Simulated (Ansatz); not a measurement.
Ansatz (a first-principles code) input:

Ansatz 0.2 input:
```yaml
crystal:
  lattice:
    - [-3.0213948077, 3.0213948077, 5.9521747867]
    - [3.0213948077, -3.0213948077, 5.9521747867]
    - [3.0213948077, 3.0213948077, -5.9521747867]
  atoms:
    - { symbol: Al, position: [0.25, 0.75, 0.5] }
    - { symbol: Al, position: [0.5, 0.5, 0.0] }
    - { symbol: Zn, position: [0.0, 0.0, 0.0] }
    - { symbol: Te, position: [0.6270468699, 0.1311295156, 0.021746274] }
    - { symbol: Te, position: [0.8688704844, 0.8906167584, 0.4959173543] }
    - { symbol: Te, position: [0.1093832416, 0.6053005959, 0.978253726] }
    - { symbol: Te, position: [0.3946994041, 0.3729531301, 0.5040826457] }
kpoints:
  mp_grid: { grid: [7, 7, 7] }
hamiltonian:
  xc: r2scan
  pseudopotentials: { kind: paw }
scf:
  occupations: { method: fixed }
checkpoint: { read: static.run }
output: { bader: true, populations: true }
```

Output (shortened):

```
Pseudopotentials: kind: paw
Pseudopotential: Al, paw, valence charge 3
Pseudopotential: Zn, paw, valence charge 12
Pseudopotential: Te, paw, valence charge 16
Functional definition: r2SCAN
Crystal: 7 atoms, lattice volume = 217.345 Å³
Basis set: ecut = 500 eV, 5509 PW (Γ), exchange–correlation on 216×216×216 points (64 copies of the dense FFT grid, shifted against one another)
Bands: 50, of which v1, the nominal top of the filled ones, is band 41 counted from 1 (40 counted from 0)
Symmetry: 4 space group operations
Space group: I-4 (ITA 82), of the structure as read, at distance tolerance 6.0e-5 Å
k-points: 52 of 343 (time reversal used)
PAW frozen core: Al, regenerated for the run's functional
PAW frozen core: Zn, regenerated for the run's functional
PAW frozen core: Te, regenerated for the run's functional
Initial density: read from a saved state, or passed on in memory by an earlier SCF of this step, an earlier step, the calling program or the single point that …
Stability of the state it starts from, as read at its close in the unpolarized treatment …
Initial wavefunctions: pseudopotential atomic-orbital guess
Eigensolver: davidson
Functional: x = r2scan, c = r2scan; τ floored in thin density (d = 2e-4 eV/Å³)
iter 1 solved again at ethr=3.52e-7 eV; its pass at ethr=3.10e-3 eV (dr2=2.88e-4 eV) is discarded
SCF iter   1: F=—  HF=-32389.838055 eV  |F-HF|=—  |Δ(HF+E_count)|=         —  Δρ=1.51e-6  dr2=5.95e-9  dr2_τ=2.22e-10  ethr=3.52e-7  ⟨swp⟩=3.4  Hψ=15092  notcnv=0  defer=364
all-band conjugate gradients solve this SCF's bands
preconditioner: auto → Resta (q_TF=auto, 2.319 Å⁻¹)
SCF iter   2: F=—  HF=-32389.838053 eV  |F-HF|=—  |Δ(HF+E_count)|=   2.23e-6  Δρ=1.25e-6  dr2=3.31e-9  dr2_τ=2.17e-10  ethr=7.25e-12  ⟨swp⟩=14.6  Hψ=15701  notcnv=0
SCF iter   3: F=-32389.838053 eV  HF=-32389.838053 eV  |F-HF|=7.57e-10  |Δ(HF+E_count)|=  9.93e-10  Δρ=5.39e-7  dr2=8.37e-10  dr2_τ=4.16e-11  ethr=4.04e-12  ⟨swp⟩=1.0  Hψ=5504  notcnv=0
SCF 1 converged in 3 iterations: F = -32389.838053 eV  dr2 = 8.37e-10
SCF converged after 3 iterations
Free energy (F): -32389.838053 eV
Harris-Foulkes:  -32389.838053 eV  (|F-HF|=7.57e-10)
Internal energy: -32389.838053 eV  (E = F + TS)
E sigma→0 (E₀):  -32389.838053 eV
Fermi energy:    5.793732 eV
--- Per-component energies (eV) ---
  E_band       = -1207.188315
  E_kinetic    = 895.830424
  E_local      = -8140.850752  (includes V_loc(G=0)·N_el)
  E_nonlocal   = -603.300982
  E_hartree    = 4577.315550
  E_xc         = -656.522530
  E_vxc        = -559.842057  (∫ρ·V_xc dr)
  E_paw        = -21543.671169  (= ΣΔE_a)
  E_vpaw       = -1986.094309  (= ΣTr[D̂ρ^β])
  E_aug_tail   = -0.000213  (compensation charges beyond the density's cutoff)
  E_vtau       = 32.436127  (kinetic-family band-sum trace: ∫τ·v_τ [+ j·A + Jᵃ·Aᵃ] dr)
  E_ewald      = -6919.474967
  E_core_change = 0.836587  (= ΣΔE_core)
  E_smearing   =  0.000000  (= −TS)
  E_closure    = 0.000000  (closes the sum)
  Σ components = -32389.838053   (vs F -32389.838053, Δ=0.00e0)
  [band-id]    e_kinetic+e_local+e_nonlocal+2·e_hartree+e_vxc+e_vpaw+e_augmentation_tail+e_vtau = -1207.190662   (vs E_band -1207.188315, Δ=-2.35e-3)
--- Band table (eV; the first three rows and the last of 52) ---
  k-point 0: bands = ["-30.9673", "-30.9666", "-30.9653", "-30.9653", "-30.9621", "-30.9616", "-30.9613", "-30.9613", "-30.8899", "-30.8893", "-30.8889", "-30.8889", "-30.8726", "-30.8717", "-30.8716", "-30.8716", "-30.8536", "-30.8525", "-30.8519", "-30.8519", "-6.2151", "-4.7335", "-4.7335", "-4.7076", "-0.9356", "-0.9044", "-0.9030", "-0.9030", "-0.8770", "0.1329", "0.8184", "2.4281", "2.6062", "2.8601", "2.8601", "3.1764", "4.0008", "4.0008", "5.7534", "5.7937", "5.7937", "7.9778", "8.2953", "8.8299", "10.2402", "10.2402", "10.4548", "10.6999", "10.9400", "10.9400"]
  k-point 1: bands = ["-30.9671", "-30.9665", "-30.9655", "-30.9654", "-30.9620", "-30.9616", "-30.9614", "-30.9613", "-30.8899", "-30.8892", "-30.8890", "-30.8889", "-30.8726", "-30.8718", "-30.8716", "-30.8715", "-30.8535", "-30.8524", "-30.8520", "-30.8520", "-6.1099", "-4.8257", "-4.8069", "-4.7096", "-0.9388", "-0.9200", "-0.9077", "-0.8978", "-0.8729", "0.1997", "0.8400", "2.2673", "2.4644", "2.8983", "3.2237", "3.3057", "3.9976", "4.1890", "4.9895", "5.4926", "5.7693", "8.3394", "8.9291", "9.3517", "9.8693", "10.2121", "10.5840", "10.7590", "10.8644", "11.1475"]
  k-point 2: bands = ["-30.9667", "-30.9662", "-30.9659", "-30.9655", "-30.9620", "-30.9617", "-30.9616", "-30.9612", "-30.8897", "-30.8893", "-30.8890", "-30.8889", "-30.8726", "-30.8719", "-30.8716", "-30.8714", "-30.8532", "-30.8524", "-30.8522", "-30.8521", "-5.8201", "-5.0152", "-4.9597", "-4.7647", "-0.9675", "-0.9140", "-0.9031", "-0.8991", "-0.8675", "0.2860", "0.6874", "1.8776", "2.4422", "3.2439", "3.3778", "3.7999", "4.1077", "4.4421", "4.6294", "5.0592", "5.6882", "8.6931", "9.1277", "9.2271", "10.2506", "10.4358", "10.6873", "10.9703", "11.1090", "11.7777"]
  k-point 51: bands = ["-30.9671", "-30.9670", "-30.9653", "-30.9653", "-30.9624", "-30.9614", "-30.9614", "-30.9610", "-30.8898", "-30.8894", "-30.8889", "-30.8889", "-30.8729", "-30.8716", "-30.8716", "-30.8713", "-30.8542", "-30.8520", "-30.8519", "-30.8517", "-5.5517", "-5.5400", "-4.8414", "-4.7438", "-0.9950", "-0.9549", "-0.9183", "-0.9010", "-0.8816", "0.4736", "1.0324", "2.2964", "3.1415", "3.2895", "3.3493", "3.7889", "4.1432", "4.3054", "4.5428", "4.9589", "5.1065", "8.0745", "8.4143", "8.5353", "8.6290", "9.0742", "9.5716", "10.4456", "11.3575", "12.0512"]
  band table: 50 of 50 bands, residual norms ≤ 1.0e-3 eV
--- Löwdin populations: 7 sites ---
  site symbol       q [e]
     0     Al      2.8125
     1     Al      2.7998
     2     Zn     10.8408
     3     Te     16.2731
     4     Te     16.2731
     5     Te     16.2731
     6     Te     16.2731
  spilling = 0.005545 (of n_electrons = 82.000000)
--- Bader charges: 7 sites ---
  site symbol  charge [e]  shift [e]
     0     Al      1.9827     0.0018
     1     Al      1.9817     0.0018
     2     Zn      0.5989     0.0028
     3     Te     -1.1408     0.0002
     4     Te     -1.1408     0.0002
     5     Te     -1.1408     0.0002
     6     Te     -1.1408     0.0002
  shift: an alarm, by how much a part of what the PAW files miss would move the charge. Where it is large, compare
  with a run on PAW files of another source; a small one proves nothing
  estimated error of the sums over rays = 4.0e-4 e
```

Cost: about 4 core-minutes (a rough figure) on shared cores.

The workflow started from a Materials Project entry (that database holds measured and hypothetical structures alike); the Crystallography Open Database files this formula in space group No. 82, but the cells were not matched. Its standing as an ambient phase is unchecked. The cell was relaxed with r²SCAN under the symmetry of its start; its stability against distortions is not shown here. Scalar-relativistic: spin–orbit coupling is off unless named, which matters more the heavier the elements.

Potentials: the later of the program's two PAW sets.

Ansatz is a plane-wave DFT program.
